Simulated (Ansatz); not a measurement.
Data:

LiBr:
Space group Fm-3m (No. 225); a = 5.4110 Å, b = 5.4110 Å, c = 5.4110 Å, α = 90.00°, β = 90.00°, γ = 90.00°

```csv
atom,site,symmetry,x,y,z
Li,4a,m-3m,0.0000,0.0000,0.0000
Br,4b,m-3m,0.5000,0.5000,0.5000
```
(The calculation used a cell of 2 atoms; values per cell refer to that cell.)

This is the PBEsol-relaxed structure.

Q: All from PBEsol in the plane-wave PAW code Ansatz, unless another level is named. Give the gap with spin–orbit coupling.

A: 4.81 eV.

Q: Give the electron effective mass with spin–orbit coupling.

A: 0.34 mₑ (isotropic).

Q: Give the weight of the valence-edge state by species (Voronoi cells).

A: Br 91 %, Li 9 %.

Q: Give the valence-band maximum.

A: on the K–Γ line, 78 % of the way from K.

Q: Next, the conduction-band minimum?

A: at Γ.

The cell was relaxed with PBEsol under the symmetry of its start. Spin–orbit coupling is left out wherever it is not named.

Potentials: the later of the program's two PAW sets.
